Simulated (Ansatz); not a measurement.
HgPt (L1₀ or tetragonal B2, P4/mmm) at seven volumes, the program Ansatz at the r²SCAN level (PAW), shape and atoms relaxed at each. One row is withheld.

```
V (Å³/atom)  P (GPa)
-----------  -------
16.011         20.02
16.539         11.97
17.067          5.40
17.594          0.00
18.122         -4.42
18.650             ?
19.178        -10.91
```

Problem. Fit the shown pressures and predict the withheld one.

Solution. P = (3/2)B₀(x^(7/2) − x^(5/2))[1 + (3/4)(B′ − 4)(x − 1)] with x = (V₀/V)^(2/3). Least squares on the six rows gives V₀ = 17.594 Å³/atom, B₀ = 162 GPa, B′ = 5.73. At V = 18.650, x = 0.9619 and P = -7.99 GPa. The run itself gave -8.00 GPa.

The workflow started from an entry of the Crystallography Open Database (COD). Its standing as an ambient phase is unchecked. The r²SCAN relaxation kept the symmetry of its start; whether a distortion lowers the energy is not shown. The run is not spin-polarised. Scalar-relativistic: spin–orbit coupling is off unless named, which matters more the heavier the elements.

Potentials: the later of the program's two PAW sets.
